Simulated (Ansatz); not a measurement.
# CuH$_{2}$: levels along high-symmetry lines

```
Cu H
1.0
     2.55765    0.00000    0.00000
    -1.27882    2.21499    0.00000
     0.00000    0.00000    4.87251
Cu H
1 2
Direct
  0.00000 0.00000 0.00000
  0.33333 0.66667 0.19960
  0.66667 0.33333 0.80040
```

Atoms are numbered in the order listed.

The conventional cell has a = 2.558 Å, b = 2.558 Å, c = 4.873 Å, α = 90.00°, β = 90.00°, γ = 120.00°. Cu (atom 1) has 6 H at 1.77 Å as nearest neighbours. Around H (atom 2) lie 3 Cu at 1.77 Å.

The cell was built from the CdI2 type and relaxed in the same program, and has space group P-3m1; it needn't be a known or the stable phase.

Computed with Ansatz 0.2.0, DFT, PBE, all-electron LAPW, scalar-relativistic.

Sampling and basis: a Γ-centred 14×14×8 k mesh, Fermi–Dirac smearing of 0.05 eV, basis error target 1 meV/atom, no spin polarisation.

Points in fractions of the reciprocal vectors of this cell: Γ (0, 0, 0), M (0.5, 0, 0), K (0.333, 0.333, 0), A (0, 0, 0.5), L (0.5, 0, 0.5), H (0.333, 0.333, 0.5). The path joins them by straight lines in the order Γ–M–K–Γ–A–L–H–A–L; legs that retrace an earlier one aren't tabulated. Energies are in eV from the Fermi level.

Question: Is there a gap?

Answer: none: with an odd electron count and no spin polarisation the bands can't all be full, a metal in this set-up (spin order or a larger cell could open a gap).

Question: List the levels between -8 and 6 eV at the symmetry points.

Answer: 
Γ: -5.28, -4.56, -4.23 (×2), -3.29 (×2), 3.46
M: -7.11, -5.05, -5.05, -3.57, -3.55, -2.88, 0.65, 4.90, 5.09
K: -6.17 (×2), -4.25 (×2), -3.47, -0.16 (×2), 4.12
A: -6.14, -4.34, -4.23 (×2), -3.29 (×2)
L: -7.13, -5.08, -4.93, -3.57, -3.50, -2.88, 0.76, 3.73, 4.38
H: -6.16 (×2), -4.26 (×2), -3.45, -0.06 (×2), 4.56
